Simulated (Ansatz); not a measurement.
In PBEsol (plane waves, PAW; program Ansatz), ZnSe in the tetragonal phase (P4_2/mnm; Zn on 4g, Se on 4f) relaxes to a = 6.860 Å, c = 4.002 Å. Its formation energy from the elements is -60 kJ/mol-atom, with no fitted shifts.

It is gapped at this level: 1.38 eV (smallest direct gap 1.38 eV). The valence maximum lies on the M–Γ line, 95 % of the way from M and the conduction minimum at Γ. The screened hybrid HSE06 puts the gap at 2.63 eV. Gap from PBEsol with spin–orbit coupling: 1.26 eV. Electrons at the band edge weigh 0.097, 0.11, 0.11 mₑ (principal values). The hole mass is 0.36, 1.3, 4.9 mₑ (principal values).

The bulk modulus is 58.1 GPa. The relaxed-ion elastic constants in GPa are C11 = 65.3, C12 = 56.0, C13 = 45.4, C33 = 114, C44 = 21.5, C66 = 19.1. The elastic constants imply a Debye temperature near 206 K. Perturbation theory gives ε∞ = 6.90 (xx = yy), 6.94 (zz). Letting the ions move raises it to ε0 = 9.86 (xx = yy), 8.98 (zz). Born charges are Zn +1.95, Se -1.95 e. Without the LO–TO term the highest mode at Γ lies at 28.9 meV.

The start of the workflow was typed in or built on a structure type; neither database checked (COD, Materials Project) lists it. It is not the phase usual at ambient conditions (space group No. 216). The PBEsol relaxation kept the symmetry of its start; whether a distortion lowers the energy is not shown. The references are the lowest solids computed at this level, not always the standard phases. Scalar-relativistic: spin–orbit coupling is off unless named, which matters more the heavier the elements.

Potentials: the earlier of the program's two PAW sets. The files were generated under PBE; for other functionals the program regenerates the frozen cores, and for LDA and PBEsol the local potential too.
